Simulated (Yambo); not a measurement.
G0W0@LDA for KBr (rock salt, space group Fm-3m, No. 225) in Yambo. Reference settings: 4×4×4 Γ-centred k mesh, 125 bands and a 8 Ry block in the screening, 125 bands in G with the Bruneval-Gonze terminator, plasmon pole fitted at 27.2 eV. The LDA gap Γ → Γ on this mesh is 4.32 eV; G0W0 gaps are taken between the same points.

The settings were changed. The gap went from 7.13 eV to 7.11 eV, and the shift of the valence edge from -1.83 eV to -1.76 eV.

Q: What was changed between the two runs?
A) 1 Ry block
B) 42 bands in G, no terminator
C) no terminator
D) 76 bands in G, no terminator

A: C, no terminator. The others gave (gap, valence shift): 1 Ry block: 6.66, -1.38 eV; 42 bands in G, no terminator: 6.91, -1.36 eV; 76 bands in G, no terminator: 7.04, -1.63 eV.

Spin-orbit coupling is not included.

Geometry relaxed with LDA; primitive cell a = b = c = 4.505 Å, α = β = γ = 60.00°.

A shift is the quasiparticle energy of the state minus its LDA energy.
